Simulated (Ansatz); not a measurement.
PbS:
```
CELL_PARAMETERS angstrom
      4.21575     0.00000     0.00000
      0.00000     4.21575     0.00000
      0.00000     0.00000    32.00000
ATOMIC_POSITIONS crystal
  Pb 0.00000 0.50000 0.45506
  S  0.00000 0.50000 0.53812
  Pb 0.50000 0.00000 0.54494
  S  0.50000 0.00000 0.46188
```
The layer is periodic in x and y and isolated along z.

Relaxed with r²SCAN+D4.

**Question.** All from the program Ansatz at the r²SCAN+D4 level (PAW), unless another level is named. Give the HSE06 ionisation potential.

**Answer.** 4.82 eV.

**Question.** Give the hole effective mass with spin–orbit coupling, in the valley on the Γ–X line, 81 % of the way from Γ.

**Answer.** 0.15 along x, 0.25 along y (mₑ).

**Question.** Predict the electron effective mass, in the valley on the Γ–X line, 84 % of the way from Γ.

**Answer.** 0.16 along x, 0.19 along y (mₑ).

**Question.** Give the band gap.

**Answer.** 2.13 eV (nearly direct: the direct gap is 2.13 eV).

Space group P4/nmm (square). The layer was cut from a bulk entry of the Materials Project (measured or hypothetical); whether that bulk phase is the ambient one, and whether the layer has been isolated, was not checked. The cell was relaxed with r²SCAN+D4 under the symmetry of its start; its stability against distortions is not shown here. Spin–orbit coupling is left out wherever it is not named.

Potentials: the earlier of the program's two PAW sets.
